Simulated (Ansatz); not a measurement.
Cu₂O (cuprite type, space group Pn-3m)

```
Cu2O
1.0
    4.29826     0.00000     0.00000
    0.00000     4.29826     0.00000
    0.00000     0.00000     4.29826
Cu O
4 2
Direct
  0.75000   0.75000   0.75000
  0.75000   0.25000   0.25000
  0.25000   0.75000   0.25000
  0.25000   0.25000   0.75000
  0.00000   0.00000   0.00000
  0.50000   0.50000   0.50000
```

The slice is a {100} plane (indices of the conventional cell) through the point (0.750, 0.750, 0.750) (fractional), spanned by u = [100] and v = [010] in vectors of this cell: u (4.30 Å) and v (4.30 Å, at 90° to u). It covers one period; positions are fractions (u, v).

The numbers are results of PBE (plane waves to 420 eV, PAW, scalar-relativistic; Ansatz, an electronic-structure program), not measurements. k mesh 8×8×8. Near the nuclei the fields are pseudised (PAW); where an atom keeps semicore shells as valence, they peak there. Cu2O is run without spin polarisation. Cu2O was relaxed with its symmetry unable to fall.

Predict the map of the electron localisation function (ELF) on the slice.


```
|xxx85432211000000011122348xx|
|xx9643322110000000111122369x|
|9864433322100000011222122468|
|5544333322111111112333212234|
|3433333222221111123454321223|
|3333332222222221123556532122|
|2223322222332222123466643212|
|2222222223333332212356553211|
|1112222233333433221234543211|
|1111122333344554322123332111|
|0000122333446898642212221100|
|0000112233469xxx963221111000|
|000011223458xxxxx84322111000|
|000011223359xxxxx95332211000|
|000011122348xxxxx85432211000|
|0000111122369xxx964332211000|
|0001122212246898644333221000|
|1111233321223455443333221111|
|1112345432122334333332222211|
|2112355653212233333322222222|
|2212346664321222233222223322|
|3221235655321122222222233333|
|3322123454321111122222333334|
|5432212333211111111223333445|
|9864221222110000001223334468|
|xx9632211110000000112233469x|
|xxx84322111000000011223458xx|
|xxx95332211000000011223359xx|
```
Scale: ten equal steps from 0.03 (start of '0') to 0.47 (end of '9'), in the order '0123456789'. Values: electron localisation function (ELF). The map has 28 points along u (one character each, u = 0 at the left) and 28 along v (v = 0 in the bottom row). Points within 0.4 Å of a nucleus are blanked (x), as the pseudised field means little there.
